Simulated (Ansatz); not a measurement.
One crystal and one scan (frozen-phonon scan) at two levels, r2SCAN (plane waves to 500 eV, PAW, scalar-relativistic; Ansatz, a first-principles code) and PBE (plane waves to 420 eV, PAW, scalar-relativistic; Ansatz), each from its own relaxed cell and on its own mesh. The cell shown is that of r2SCAN.

Starting cell, NaF (rock salt):

```
NaF
1.0
    0.00000     4.59450     4.59450
    2.29725     0.00000     2.29725
    2.29725     2.29725     0.00000
F Na
2 2
Direct
  0.00000   0.00000   0.00000
  0.50000   0.00000   0.00000
  0.25000   0.50000   0.50000
  0.75000   0.50000   0.50000
```

The atoms are displaced by Q × the pattern below (from a DFPT mode at L = (0.5, 0.0, 0.0), largest move 1; Q in Å), at fixed cell. (q is in reciprocal vectors of the primitive cell; the cell shown is doubled to hold the pattern.)

```tsv
atom	x	y	z
Na3	0.577	-0.577	-0.577
Na4	-0.577	0.577	0.577
```

Atoms not listed stay in place.

NaF was relaxed with its symmetry unable to fall. Percentages come from the unrounded values.

Results of r2SCAN:

- Lattice constant a (Å) = 4.595
- Harmonic wavenumber from the curvature (finite differences) (cm⁻¹ (negative: imaginary)) = 309
- Shape of the curve = a single well with its minimum at or next to zero displacement

Q: Estimate the PBE values.

A: 
```json
[
 {"quantity": "Lattice constant a (Å)", "PBE": "4.702", "r2SCAN − PBE": "-0.107 (-2.3 %)"},
 {"quantity": "Harmonic wavenumber from the curvature (finite differences) (cm⁻¹ (negative: imaginary))", "PBE": "287", "r2SCAN − PBE": "+22 (+8 %)"}
]
```

r2SCAN gives the higher value for: harmonic wavenumber from the curvature. r2SCAN gives the lower value for: lattice constant a. Both give the same shape of the curve: a single well with its minimum at or next to zero displacement.

(For displaced atoms, the force is minus the slope of the energy, and its curvature is a force constant, which sets phonon frequencies.)
